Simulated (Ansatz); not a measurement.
LaAlH₆:
```
LaAlH6
1.0
    3.26093     1.88270     2.09919
   -3.26093     1.88270     2.09919
    0.00000    -3.76540     2.09919
La Al H
1 1 6
Direct
  0.50000   0.50000   0.50000
  0.00000   0.00000   0.00000
  0.93915   0.29163   0.29163
  0.06085   0.70837   0.70837
  0.29163   0.93915   0.29163
  0.70837   0.06085   0.70837
  0.29163   0.29163   0.93915
  0.70837   0.70837   0.06085
```

r²SCAN (plane waves, PAW; program Ansatz) gives a gap of 2.95 eV without spin–orbit coupling, maximum at L, minimum at Γ.

Question: What happens when spin–orbit coupling is switched on?

Answer: The gap hardly moves, to 2.95 eV; maximum at L, minimum at Γ.

Question: Give the electron effective mass with spin–orbit coupling.

Answer: 0.28, 0.28, 1.2 mₑ (principal values).

Question: Give the hole effective mass with spin–orbit coupling.

Answer: 0.43, 1.5, 2.9 mₑ (principal values).

Space group R-3m. The workflow started from a Materials Project entry (that database holds measured and hypothetical structures alike); the Crystallography Open Database copy checked does not list it. Whether it is the stable phase at ambient conditions was not checked. The cell was relaxed with r²SCAN under the symmetry of its start; whether a distortion lowers the energy is not shown.

Potentials: the later of the program's two PAW sets.
